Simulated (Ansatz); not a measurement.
A geometry of SrTiO$_{3}$ away from equilibrium: step 19 of the relaxation of a relaxed SrTiO3 cell with one O and one Sr atom exchanged in a cell of 5 atoms. Computed with PBEsol (plane waves to 420 eV, PAW, scalar-relativistic; Ansatz, a quantum-chemistry and plane-wave program). Γ-centred k-mesh 6×6×6 on the run's cell (coarser than for final values), Fermi–Dirac smearing 0.05 eV.

```xyz
5
Lattice="3.6274 0.0000 0.0000 0.0000 6.3639 0.0000 0.0000 0.0000 3.6274" Properties=species:S:1:pos:R:3:forces:R:3 pbc="T T T" free_energy=-7650.855 pressure_GPa=3.9
O      0.0000     0.0000     0.0000    0.0000    0.0000    0.0000
Ti     1.8137     3.1820     1.8137    0.0000    0.0000    0.0000
O      0.0000     3.1820     1.8137    0.0000    0.0000    0.0000
O      1.8137     3.1820     0.0000    0.0000    0.0000    0.0000
Sr     1.8137     0.0000     1.8137    0.0000    0.0000    0.0000
```

Positions in Å, forces in eV/Å, free energy of the cell in eV (comparable only within this code, potentials and settings). Largest force: all forces are below 0.005 eV/Å; the geometry lies 0.15 eV/atom above the end of its relaxation.

No spin polarisation in the result. The d or f electrons are treated with no Hubbard U. Without a van der Waals term the distances between weakly bound units are poorly fixed.

The run could not lose the symmetry of its start, so the end can be a saddle point.

All atoms sit on sites fixed by symmetry, so only the cell could relax.

The end of the path is a generated cell of SrTiO3: the first start was made by placing the elements on the sites of a structure type, and the end was not matched to a known phase here, so it may be hypothetical. Known forms of SrTiO3 include space group No. 221.
